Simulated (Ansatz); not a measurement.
Starting cell, LaOF (space group R-3m):

```
CELL_PARAMETERS angstrom
      1.98840     1.14800     6.60909
     -1.98840     1.14800     6.60909
      0.00000    -2.29601     6.60909
ATOMIC_POSITIONS crystal
  La 0.74234 0.74234 0.74234
  La 0.25766 0.25766 0.25766
  O  0.62276 0.62276 0.62276
  O  0.37724 0.37724 0.37724
  F  0.87072 0.87072 0.87072
  F  0.12928 0.12928 0.12928
```

The atoms are displaced by Q × the pattern below (from a DFPT mode at Γ, largest move 1; Q in Å), at fixed cell.

```
atom      x      y       z
----  -----  -----  ------
La1   0.000  0.000   0.143
La2   0.000  0.000  -0.143
O3    0.000  0.000   0.132
O4    0.000  0.000  -0.132
F5    0.000  0.000   1.000
F6    0.000  0.000  -1.000
```

The numbers are results of LDA (plane waves to 420 eV, PAW, scalar-relativistic; Ansatz, a first-principles code), not measurements. k mesh 10×10×10 (Γ-centred), Fermi-Dirac smearing 0.05 eV. The energy includes the smearing's −TS. LaOF is run without spin polarisation. LaOF was relaxed with its symmetry unable to fall. The zero of ΔE is the undisplaced structure.

```csv
Q (Å),ΔE (meV/cell)
-0.100,75.1
-0.067,33.2
-0.033,8.3
0.000,0.0
0.033,8.2
0.067,32.4
0.100,72.3
```

**Question.** Which DFPT wavenumber at Γ belongs to this mode?
A) 197 cm⁻¹
B) 347 cm⁻¹
C) 462 cm⁻¹
D) 301 cm⁻¹

**Answer.** D, 301 cm⁻¹. The curvature of the scan gives 301 cm⁻¹

(A displaced cell: forces are minus the slopes of the energy, force constants its curvatures, and phonons follow from these.)
